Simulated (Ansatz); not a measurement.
The slice is one period of a {211} plane through atoms; its size isn't given.

Calculation: PBE (plane waves to 420 eV, PAW, scalar-relativistic; Ansatz, a first-principles code). These are valence fields of a PAW run, semicore shells included where kept as valence: close to a nucleus they are smooth pseudo fields.

```
|9999999988775533111111111133557788999999|
|9999999988664422111100111122446688999999|
|9999998877553322110000001122335577889999|
|8888887766442211000000000011224466778888|
|7777665544331111000000000011113344556677|
|5555443322111100000000000000111122334455|
|3333222211110000000000000000001111222233|
|1111111100000000000000000000000000111111|
|0000000000000000000000000000000000000000|
|0000000000000000000000000000000000000000|
|0000000000000000000000000000000000000000|
|0000000000000000000000000000000000000000|
|0000000000000000000000000000000000000000|
|0000000000000000000000000000000000000000|
|0000000000000000000011000000000000000000|
|0000000000000000001111110000000000000000|
|0000000000000000000011000000000000000000|
|0000000000000000000000000000000000000000|
|0000000000000000000000000000000000000000|
|0000000000000000000000000000000000000000|
|0000000000000000000000000000000000000000|
|0000000000000000000000000000000000000000|
|0000000000000000000000000000000000000000|
|1111111100000000000000000000000000111111|
|3333222211110000000000000000001111222233|
|5555443322111100000000000000111122334455|
|7777665544331111000000000011113344556677|
|8888887766442211000000000011224466778888|
|9999998877553322110000001122335577889999|
|9999999988664422111100111122446688999999|
|9999999988775533111111111133557788999999|
|9999999999775533221111112233557799999999|
```
Scale: ten equal steps from -0.69 (start of '0') to 0.72 (end of '9'), in the order '0123456789'. Values: log₁₀ of the valence density in e/Å³. The map has 20 points along u (two characters each, u = 0 at the left) and 32 along v (v = 0 in the bottom row). The scale is logarithmic, as a density can span decades between atoms and voids.

```
|xxxxxxxx@@%%++::    ..    ::++%%@@xxxxxx|
|xxxxxx@@@@##==..  ......  ..==##@@@@xxxx|
|xxxx@@@@%%**::    ......    ::**%%@@@@xx|
|@@@@@@%%**--..    ..::..    ..--**%%@@@@|
|%%%%##++--..    ..::--::..    ..--++##%%|
|++==--::      ..::--==--::..      ::--==|
|....          ::--==++==--::          ..|
|          ..::--==++++++==--::..        |
|........::::--====++++++====--::::......|
|::::----------==============----------::|
|======------------------------------====|
|======--------::::::::::::::--------====|
|====----::::::::::......::::::::::----==|
|------::::......................::::----|
|----::::..........................::::--|
|::::::..............................::::|
|----::::..........................::::--|
|------::::......................::::----|
|====----::::::::::......::::::::::----==|
|======--------::::::::::::::--------====|
|======------------------------------====|
|::::----------==============----------::|
|........::::--====++++++====--::::......|
|          ..::--==++++++==--::..        |
|....          ::--==++==--::          ..|
|++==--::      ..::--==--::..      ::--==|
|%%%%##++--..    ..::--::..    ..--++##%%|
|@@@@@@%%**--..    ..::..    ..--**%%@@@@|
|xxxx@@@@%%**::    ......    ::**%%@@@@xx|
|xxxxxx@@@@##==..  ......  ..==##@@@@xxxx|
|xxxxxxxx@@%%++::    ..    ::++%%@@xxxxxx|
|xxxxxxxx@@@@**::    ..    ::**@@@@xxxxxx|
```
Scale: ten equal steps from 0.18 (start of ' ') to 0.78 (end of '@'), in the order ' .:-=+*#%@'. Values: electron localisation function (ELF). The map has 20 points along u (two characters each, u = 0 at the left) and 32 along v (v = 0 in the bottom row). Points within 0.5 Å of a nucleus are blanked (x), as the pseudised field means little there.

Task: Which relaxed crystal do these maps come from?
A) Na (bcc, W type)
B) Nb (bcc, W type)
C) Mo (bcc, W type)
D) Ba (bcc, W type)

Result: B, Nb (bcc, W type). Atoms on the slice: Nb at (0.00, 0.00)

All were relaxed with their symmetry unable to fall. Mo is run without spin polarisation. Nb is run without spin polarisation.
